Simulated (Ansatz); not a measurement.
These are results of DFT PBE, scalar-relativistic, plane waves, PAW (Ansatz 0.2.0), not measurements. All cells share a 420 eV cutoff and Γ-centred k meshes spaced at most about 0.3 Å⁻¹ (about 0.25 or finer for metals, 2π included). Collinear spin in cells that started with moments and kept them past the coarse steps, no spin elsewhere.

These are static total energies at zero pressure.

Compare these two cells of GdYF, each relaxed at this level.

1. (site moments Y 0.1 (×2); Gd 6.8 (×2) μB)

```cif
data_structure
_symmetry_space_group_name_H-M 'P4_2/mmc'
_symmetry_Int_Tables_number 131
_cell_length_a 4.4909
_cell_length_b 4.4909
_cell_length_c 7.7335
_cell_angle_alpha 90.000
_cell_angle_beta 90.000
_cell_angle_gamma 90.000
_cell_volume 155.97
loop_
_atom_site_label
_atom_site_type_symbol
_atom_site_symmetry_multiplicity
_atom_site_Wyckoff_symbol
_atom_site_fract_x
_atom_site_fract_y
_atom_site_fract_z
_atom_site_occupancy
Y1 Y 2 e 0.00000 0.00000 0.75000 1
Gd1 Gd 2 b 0.50000 0.50000 0.00000 1
F1 F 2 c 0.50000 0.00000 0.50000 1
```

2. (site moments Y -0.1; Gd 6.8 μB)

```cif
data_structure
_symmetry_space_group_name_H-M 'P4/mmm'
_symmetry_Int_Tables_number 123
_cell_length_a 3.3958
_cell_length_b 3.3958
_cell_length_c 7.0111
_cell_angle_alpha 90.000
_cell_angle_beta 90.000
_cell_angle_gamma 90.000
_cell_volume 80.85
loop_
_atom_site_label
_atom_site_type_symbol
_atom_site_symmetry_multiplicity
_atom_site_Wyckoff_symbol
_atom_site_fract_x
_atom_site_fract_y
_atom_site_fract_z
_atom_site_occupancy
Y1 Y 1 b 0.00000 0.00000 0.50000 1
Gd1 Gd 1 a 0.00000 0.00000 0.00000 1
F1 F 1 c 0.50000 0.50000 0.00000 1
```

Question: Which would you expect to be lower, and how large is the difference?

Answer: Cell 1 is lower, by 213 meV/atom. Cell 1 has space group P4_2/mmc (No. 131), 26.0 Å³/atom and no gap on its mesh; cell 2 has space group P4/mmm (No. 123), 26.9 Å³/atom and no gap. Counting F atoms around Gd and Y (those within 1.25 times the shortest such distance or 1.15 times the sum of covalent radii; the shortest distance is added where it is long for a bond), cell 1 has Gd 2, Y 4 from 3.0 Å and cell 2 has Gd 4, Y 8 from 4.2 Å. The denser one is the lower, and pressure would at first widen the difference. In cell 1, around Y lie 4 F at 2.96 Å, 8 Gd at 3.72 Å and 2 Y at 3.87 Å; Gd is surrounded by 2 F at 2.25 Å, 8 Y at 3.72 Å and 2 Gd at 3.87 Å; F is surrounded by 2 Gd at 2.25 Å and 4 Y at 2.96 Å. In cell 2, Y has 4 Y at 3.40 Å and 2 Gd at 3.51 Å; Gd has 4 F at 2.40 Å, 4 Gd at 3.40 Å and 2 Y at 3.51 Å; F is surrounded by 4 Gd at 2.40 Å. Both come from invented guesses.

The 4f shell of Gd is treated without a Hubbard U, which places its levels poorly. The magnetic state reached may not be the lowest. Cells relaxed within their symmetry can be saddle points. Some candidate types were left out of the draw beforehand, so a known form may be missing.
